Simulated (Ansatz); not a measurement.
GaRu$_{3}$C:
```
CELL_PARAMETERS angstrom
      3.99703     0.00000     0.00000
      0.00000     3.99703     0.00000
      0.00000     0.00000     3.99703
ATOMIC_POSITIONS crystal
  Ga 0.00000 0.00000 0.00000
  Ru 0.00000 0.50000 0.50000
  Ru 0.50000 0.00000 0.50000
  Ru 0.50000 0.50000 0.00000
  C  0.50000 0.50000 0.50000
```

Relaxed with r²SCAN. Special points in fractions of this cell's reciprocal vectors: Γ (0.000, 0.000, 0.000); X (0.000, 0.500, 0.000); M (0.500, 0.500, 0.000); R (0.500, 0.500, 0.500).

### Question
List the band energies nearest the Fermi level at these points for r²SCAN with spin–orbit coupling in the plane-wave PAW code Ansatz.

### Answer
In eV from the Fermi level; about four levels below and three above (degenerate sets whole), none deeper than 8.9 eV; points with the same levels are listed once.

```json
[
 {"k": "Γ", "below": "-0.60 -0.60 -0.60 -0.60", "above": "1.45 1.45 1.45 1.45"},
 {"k": "X", "below": "-0.74 -0.74 -0.03 -0.03", "above": "1.55 1.55 1.85 1.85"},
 {"k": "M", "below": "-0.58 -0.58 -0.12 -0.12", "above": "0.30 0.30 2.14 2.14"},
 {"k": "R", "below": "-0.22 -0.22 -0.22 -0.22", "above": "1.17 1.17 1.30 1.30 1.30 1.30"}
]
```

Space group Pm-3m (anti-perovskite). The start of the workflow was typed in or built on a structure type; neither database checked (COD, Materials Project) lists it. Its standing as an ambient phase is unchecked. The r²SCAN relaxation kept the symmetry of its start; whether a distortion lowers the energy is not shown. No spin polarisation was allowed.

Potentials: the earlier of the program's two PAW sets.
